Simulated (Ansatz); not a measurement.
## CuPd: elastic constants from stress and strain

```yaml
crystal:
  lattice:
    - [2.98800, 0.00000, 0.00000]
    - [0.00000, 2.98800, 0.00000]
    - [0.00000, 0.00000, 2.98800]
  atoms:
    - { symbol: Cu, position: [0.00000, 0.00000, 0.00000] }
    - { symbol: Pd, position: [0.50000, 0.50000, 0.50000] }
```

Atoms are numbered in the order listed.

The cell comes from COD entry 9008813, which wasn't checked; take it as a given geometry.

Spin polarisation is left out, and whether a magnetic state lies lower isn't shown here.

Method: DFT, PBEsol, all-electron LAPW, scalar-relativistic in Ansatz 0.2.0.

The runs use a Γ-centred 14×14×14 k mesh, Fermi–Dirac smearing of 0.05 eV, basis error target 0.25 meV/atom, no spin polarisation.

The unstrained cell is at -4.60 GPa. Large strains and very small stresses are left out. Each strain is applied once, with fractional coordinates held (clamped ions), and σ below is the change of stress, positive in tension. One finite strain gives stress–strain coefficients at this pressure with an error of the order of the strain times third-order constants, a few per cent for each per cent of strain. In a metal the k mesh adds noise of tens of per cent to soft shears.

Q: Estimate the stiffness probed by this change, and the stress that it gives: equal xy, yz and zx engineering shear strains of -1 %.

A: σxy = -0.98 GPa and γxy = 2εxy = -0.0100, so C44 (clamped ions) = σxy/γxy = 98 GPa.

Q: With equal xy, yz and zx engineering shear strains of +1 %, the run gives σxy = 0.90 GPa and γxy = 2εxy = 0.0100. Which stiffness follows?

A: C44 (clamped ions) = σxy/γxy = 90 GPa.

Q: The two estimates of C44 (clamped ions) differ. Why, and which value is best?

A: Finite strains add third-order terms, and in a metal the k mesh adds noise; two strains on one mesh can't tell these apart, so neither value is shown to be the better.
